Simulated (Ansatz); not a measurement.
Y$_{3}$GaC: computed property card

Y3GaC (anti-perovskite, space group No. 221), a = 4.8547 Å, b = 4.8547 Å, c = 4.8547 Å, α = 90.00°, β = 90.00°, γ = 90.00°.

Space group Pm-3m (No. 221), anti-perovskite; conventional cell a = b = c = 4.855 Å, α = β = γ = 90.00°.

Method: r²SCAN in the plane-wave PAW code Ansatz. Structure relaxed to zero pressure with the same functional. Other levels are named where they apply.

**Cell and energy**

```
Item                                                          Result
-----------------------------------------------------  -------------
Volume per atom                                             22.88 Å³
Density                                                   5.06 g/cm³
Formation energy from the elements (no fitted shifts)  -0.63 eV/atom
```

**Electronic structure**

```
Property                                                                     Value
------------------------------------  --------------------------------------------
Electronic character                                             metallic (no gap)
Density of states at the Fermi level  0.05 states/eV per atom (mean over ±0.08 eV)
```

The first step of the workflow began from a Materials Project structure, measured or hypothetical; the Crystallography Open Database copy checked does not list it. Whether it is the stable phase at ambient conditions was not checked. The r²SCAN relaxation kept the symmetry of its start; whether a distortion lowers the energy is not shown. The run is not spin-polarised. The references are the lowest solids computed at this level, not always the standard phases. Scalar-relativistic: spin–orbit coupling is off unless named, which matters more the heavier the elements.

Potentials: the earlier of the program's two PAW sets.
